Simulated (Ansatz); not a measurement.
WC (zinc blende, F-43m), PBE (plane waves, PAW; program Ansatz), all energies at zero smearing, with the estimated change up to a 700 eV cutoff added, with one set of potentials and settings (totals compare only within such a set). Cell of 2 atoms (1 W, 1 C): -10634.706 eV.

| element | reference phase | E (eV/atom) |
|---|---|---|
| W | Im-3m, 1 atoms in the cell | -10384.8193 |
| C | P6_3/mmc, 4 atoms in the cell | -250.9479 |

Formation energy per atom, worked out: (-10634.706 − 1×(-10384.8193) − 1×(-250.9479))/2 = 0.531 eV/atom (51 kJ per mol of atoms), at 0 K, without zero-point energy or fitted corrections.

The start of the workflow was typed in or built on a structure type; neither database checked (COD, Materials Project) lists it. It is not the phase usual at ambient conditions (space group No. 187). Symmetry was held in the PBE relaxation; its stability against distortions is not shown here. No spin polarisation was allowed. Its formation energy is positive at this level, so the cell may be metastable or incomplete. The references are the lowest solids computed at this level, not always the standard phases. Spin–orbit coupling is left out wherever it is not named.

Potentials: the later of the program's two PAW sets.
